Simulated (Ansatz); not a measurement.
**Structures of Si3B2: which is lowest?**

Plane-wave DFT in Ansatz with scalar-relativistic PAW potentials, cutoff 420 eV, Γ-centred meshes chosen by cell and gap, Gaussian smearing with energies taken to zero width. Every cell was relaxed (cell and atoms) in a run of its own, within the symmetry of its start. Functional: PBE.

Relaxed structures (starts from databases or built by putting these elements on another compound's sites):
A. P4/mbm, 10 atoms in the computed cell, a = 5.261 Å, c = 4.153 Å; sites (symmetry × multiplicity) Si 4/m.. × 2 + m.2m × 4, B m.2m × 4; start: built
B. P-3m1, 5 atoms in the computed cell, a = 3.378 Å, c = 6.158 Å; sites (symmetry × multiplicity) Si -3m. × 1 + 3m. × 2, B 3m. × 2; start: built

Question: Rank them by energy. Could pressure change the order?

Answer:
```tsv
structure	group	E − E(lowest) (meV/atom)	V (Å³/atom)	gap on mesh (eV)
B	P-3m1	0.0	12.17	0.00
A	P4/mbm	6.4	11.50	0.00
```

B is lowest, 6 meV/atom under A. A is denser by 0.67 Å³/atom, so pressure favours it: ΔE/ΔV, with ΔE in eV and 1 eV/Å³ = 160.2 GPa, gives about 1.5 GPa for equal enthalpy if both cells were rigid, a rough figure since the two compress differently. Other structures may lie lower than all of these, and vibrations aren't counted.